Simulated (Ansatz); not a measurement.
# Al₃Cu: energy along a strain

Al₃Cu, Pm-3m, a = 3.889 Å. The structure is a Materials Project entry; whether it is the stable form wasn't checked. Ansatz: r2SCAN, PAW, 500 eV, Γ-centred 12×12×12 mesh on 4 atoms, Gaussian smearing 0.15 eV; no spin polarisation. Cell vectors (Å): 3.889 0.000 0.000; 0.000 3.889 0.000; 0.000 0.000 3.889. The cell is strained by x per cent times the pattern (1 0 0 0 0 0) in the order xx yy zz yz xz xy (engineering shears), with fractional coordinates held. y is the free energy over the start, V0 = 14.706 Å³/atom. Points with a strain past 8.5 % were computed too (2) and aren't used here.

```
x (%) y (meV/atom)
-7.50         53.55
-5.00         23.92
 0.00          0.00
 2.50          5.80
 7.50             ?
```

Task: Fit y = c2 x² + c3 x³ to the other rows, get the stiffness along the pattern, and predict the missing energy.

Result: Least squares on the rows shown. y = 0.94954 x² − 0.00042947 x³. The clamped-ion stiffness p·C·p = 2 × 9.495 eV × 160.2 / 14.706 Å³ = 207 GPa, which is C11 in these axes. At x = 7.50 the fit asked for gives 53.23 meV/atom. The run gave 43.74 meV/atom, so the fit is 9.49 meV/atom too high, 18 % of the span of the series, against an rms of 0.11 meV/atom on the fitted rows. The row lies outside the fitted range. With a term in x⁴ added, a fit to the same known rows (none to spare) predicts 49.09 meV/atom, which recovers part of the miss; the known rows don't hold the rest.

Cost: 7 runs of about 5.7 core-minutes in all, on Intel Xeon Processor @ 2.50GHz (Skylake/Cascade Lake) (shared hosts).